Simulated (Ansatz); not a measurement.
Ga$_{3}$Mo:
```yaml
crystal:
  lattice:
    - [3.96692, 0.00000, 0.00000]
    - [0.00000, 3.96692, 0.00000]
    - [0.00000, 0.00000, 3.96692]
  atoms:
    - { symbol: Ga, position: [0.00000, 0.50000, 0.50000] }
    - { symbol: Ga, position: [0.50000, 0.50000, 0.00000] }
    - { symbol: Ga, position: [0.50000, 0.00000, 0.50000] }
    - { symbol: Mo, position: [0.00000, 0.00000, 0.00000] }
```

Relaxed with PBE. Special points in fractions of this cell's reciprocal vectors: Γ (0.000, 0.000, 0.000); X (0.000, 0.500, 0.000); M (0.500, 0.500, 0.000); R (0.500, 0.500, 0.500).

Question: List the band energies nearest the Fermi level at these points for PBE with spin–orbit coupling (plane waves, PAW; program Ansatz).

Answer: In eV from the Fermi level; about four levels below and three above (degenerate sets whole), none deeper than 8.9 eV; points with the same levels are listed once.

| k | below | above |
|---|---|---|
| Γ | -0.64 -0.64 -0.64 -0.64 -0.52 -0.52 | 2.51 2.51 2.71 2.71 2.71 2.71 |
| X | -0.53 -0.53 -0.21 -0.21 | 1.11 1.11 1.32 1.32 |
| M | -2.35 -2.35 -0.08 -0.08 | 0.15 0.15 0.26 0.26 |
| R | -3.61 -3.61 -3.61 -3.61 | 0.19 0.19 0.19 0.19 |

Space group Pm-3m (Cu3Au type). The cell is a constructed one: a structure type filled with these elements; neither database checked (COD, Materials Project) lists it. Its standing as an ambient phase is unchecked. Symmetry was held in the PBE relaxation; its stability against distortions is not shown here. No spin polarisation was allowed.

Potentials: the earlier of the program's two PAW sets.
